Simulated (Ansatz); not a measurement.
A plane-wave DFT run in Ansatz 0.2.0 (scalar-relativistic PAW potentials unless the input names others): input and command.

```yaml
crystal:
  lattice:
    - [4.2315110984, 0.0, 0.0]
    - [0.0, 4.2315110984, 0.0]
    - [0.0, 0.0, 4.2315110984]
  atoms:
    - { symbol: Sc, position: [0.0, 0.0, 0.0] }
    - { symbol: B, position: [0.5, 0.5, 0.5] }
    - { symbol: Pt, position: [0.0, 0.5, 0.5] }
    - { symbol: Pt, position: [0.5, 0.5, 0.0] }
    - { symbol: Pt, position: [0.5, 0.0, 0.5] }
basis:
  ecutwfc: 420
kpoints:
  mp_grid: { grid: [8, 8, 8] }
hamiltonian:
  xc: pbe
  pseudopotentials: { kind: nc }
scf:
  occupations: { method: gaussian, width: 0.1 }
  max_iter: 50
output:
  forces: true
  eigenvalues: true
  stress: true
magnetization:
  spin_polarized: true
  spin_orbit: true
```

```bash
ansatz run input.yaml --threads 1 --pin off --max-ram 1331MiB --backend cpu --events-out ev --progress --plain --runs-dir out
```

Question: Will this input run?

Answer: The program refuses it, because of spin-orbit coupling on scalar files and without noncollinear: true (magnetization: not typed → {"spin_polarized": true, "spin_orbit": true}; hamiltonian.pseudopotentials: not typed → {"kind": "nc"}). Without those keys it is accepted.

Abridged log:
```
Error: 2 input errors — fix all and re-run
  1. inconsistent input (magnetization.spin_orbit, magnetization.noncollinear): true requires noncollinear: true — spin–orbit coupling acts on 2-spinor wavefunctions; set both flags
  2. inconsistent input (magnetization.spin_orbit, hamiltonian.pseudopotentials.kind): true requires a fully-relativistic hamiltonian.pseudopotentials.kind (nc_fr or paw_fr), or kind: all_electron without datasets and azcp, which then solves Dirac's equation on LAPW. paw_fr resolves this project's PAW files (source: ansatz) by j as it reads them
```